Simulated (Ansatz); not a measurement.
PbS:
```cif
data_Pb2S2
_chemical_formula_sum 'Pb2 S2'
_space_group_name_H-M_alt 'P4/nmm :1'
_space_group_IT_number 129
_space_group_name_Hall 'P 4ab 2ab -1ab'
_cell_length_a 5.10078
_cell_length_b 5.10078
_cell_length_c 4.12701
_cell_angle_alpha 90.000
_cell_angle_beta 90.000
_cell_angle_gamma 90.000
loop_
_space_group_symop_operation_xyz
  'x, y, z'
  '-y+1/2, x+1/2, z'
  '-x, -y, z'
  'y+1/2, -x+1/2, z'
  'x+1/2, -y+1/2, -z'
  '-y, -x, -z'
  '-x+1/2, y+1/2, -z'
  'y, x, -z'
  '-x+1/2, -y+1/2, -z'
  'y, -x, -z'
  'x+1/2, y+1/2, -z'
  '-y, x, -z'
  '-x, y, z'
  'y+1/2, x+1/2, z'
  'x, -y, z'
  '-y+1/2, -x+1/2, z'
loop_
_atom_site_label
_atom_site_type_symbol
_atom_site_symmetry_multiplicity
_atom_site_Wyckoff_symbol
_atom_site_fract_x
_atom_site_fract_y
_atom_site_fract_z
_atom_site_occupancy
Pb1 Pb 2 c 0.50000 0.00000 0.30404 1
S1 S 2 a 0.00000 0.00000 0.00000 1
```

Relaxed with r²SCAN+D4. r²SCAN+D4 (plane waves, PAW; program Ansatz) gives a gap of 1.01 eV.

### Question
What gap does HSE06 give on the same cell (Ansatz, PAW)?

### Answer
1.28 eV, 0.26 eV more. The hybrid was solved on a coarser mesh and at special points; the gap given is the minimum over both.

Cost on shared cores: the r²SCAN+D4 run (SCF on a 6×6×7 mesh, then bands and DOS) around 2.2 core-minutes (rough), the HSE06 run (SCF on 4×4×5, then a few points) about 90 core-seconds (a rough figure); the tasks are unlike.

The start of the workflow was typed in or built on a structure type; neither database checked (COD, Materials Project) lists it. It is not the phase usual at ambient conditions (space group No. 225). The r²SCAN+D4 relaxation kept the symmetry of its start. At this level the phase is mechanically unstable. The volume moved by -18 % from the start of the relaxation. Scalar-relativistic: spin–orbit coupling is off unless named, which matters more the heavier the elements.

Potentials: the earlier of the program's two PAW sets.
